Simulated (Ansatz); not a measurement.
BaZrO₃ (cubic perovskite), relaxed and computed with several functionals in Ansatz (plane waves, PAW).

```
functional       a (Å)    gap (eV)  B₀ by P(V) fit (GPa)
----------  ----------  ----------  --------------------
PBE              4.227        3.18                   149
LDA         (withheld)  (withheld)            (withheld)
r²SCAN           4.205        3.73                   163
HSE06            4.192        4.72                   165
```

Some entries are withheld; supply them.


- LDA, a (Å): 4.147
- LDA, gap (eV): 3.20
- LDA, B₀ by P(V) fit (GPa): 175

Unstable at this level: BaZrO3, cubic perovskite with PBE; BaZrO3, cubic perovskite with LDA. All cells were relaxed under the symmetry of their starts (and spin orders); stability against distortions was not tested throughout. Rows with no word on spin ran without spin polarisation. Spin–orbit coupling is left out wherever it is not named.

Potentials: the later of the program's two PAW sets.

Ansatz (a quantum-chemistry and plane-wave program) is a plane-wave DFT program.
